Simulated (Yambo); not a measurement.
Yambo input for LiNbO₃ (space group R-3, No. 148) (a = b = c = 5.7265 Å, α = β = γ = 54.96°), on PBEsol (pw.x of Quantum ESPRESSO, ONCV potentials, scalar-relativistic) wavefunctions on a 4×4×4 mesh:

```
optics
chi
dipoles
kernel
FFTGvecs= 40 Ry
Chimod= "HARTREE"
NGsBlkXd= 3 Ry
% QpntsRXd
 1 | 1 |
%
% BndsRnXd
 5 | 102 |
%
GrFnTpXd= "R"
% EnRngeXd
 0.0 | 20.0 | eV
%
% DmRngeXd
 0.2 | 0.2 | eV
%
CGrdSpXd= 50
ETStpsXd= 161
% LongDrXd
 1.0 | 0.0 | 0.0 |
%
```

First lines of the file o-*.eps_q1_inv_rpa_dyson:

```
Absorption @ Q(1):   1.00000000     0.00000000     0.00000000    [q->0 direction]
#
# [ X ] Hartree size     :   71
# [GEN] GF Energies     : Perdew, Burke & Ernzerhof SOL(X)+Perdew, Burke & Ernzerhof SOL(C)
# [GEN] Green`s Function     : Retarded
#
# [GEN] Gauge     : Length
# [GEN] [r,Vnl] included     : yes
#
#    E[1] [eV]     Im(eps)     Re(eps)     Im(eps_o)     Re(eps_o)
#
     0.000000     0.126517E-8     4.981347     -0.18786E-17     5.687467
     0.125000     0.004921     4.982874     0.006326     5.689430
     0.250000     0.009877     4.987468     0.012698     5.695334
     0.375000     0.014903     4.995160     0.019164     5.705222
     0.500000     0.020036     5.006005     0.025772     5.719166
     0.625000     0.025314     5.020079     0.032575     5.737269
     0.750000     0.030781     5.037484     0.039629     5.759668
     0.875000     0.036483     5.058351     0.046998     5.786535
     1.000000     0.042471     5.082839     0.054750     5.818083
     1.125000     0.048807     5.111141     0.062965     5.854570
     1.250000     0.055557     5.143488     0.071735     5.896308
     1.375000     0.062802     5.180158     0.081168     5.943666
     1.500000     0.070636     5.221480     0.091391     5.997084
     1.625000     0.079174     5.267844     0.102556     6.057087
     1.750000     0.088551     5.319716     0.114848     6.124299
     1.875000     0.098938     5.377654     0.128495     6.199467
     2.000000     0.110546     5.442326     0.143781     6.283489
     2.125000     0.123640     5.514539     0.161064     6.377450
     2.250000     0.138564     5.595277     0.180806     6.482670
     2.375000     0.155763     5.685748     0.203608     6.600775
     2.500000     0.175834     5.787455     0.230268     6.733786
     2.625000     0.199585     5.902290     0.261874     6.884245
     2.750000     0.228146     6.032666     0.299934     7.055400
     2.875000     0.263139     6.181722     0.346612     7.251466
     3.000000     0.306974     6.353608     0.405104     7.478019
     3.125000     0.363395     6.553923     0.480331     7.742579
     3.250000     0.438518     6.790371     0.580242     8.055496
     3.375000     0.543013     7.073623     0.718472     8.431220
     3.500000     0.696971     7.417857     0.920141     8.889641
     3.625000     0.940294     7.836987     1.234778     9.454554
     3.750000     1.341625     8.324283     1.758023     10.13744
     3.875000     1.996461     8.838809     2.662821     10.89387
     4.000000     3.031134     9.183744     4.176021     11.42146
```
(The file goes on to the top of the energy range.) Convergence of the RPA response with its 4×4×4 mesh was not tested.

Spin-orbit coupling is not included.

Geometry of the Materials Project entry, not relaxed at this level.

This is not the ordinary phase of the substance.
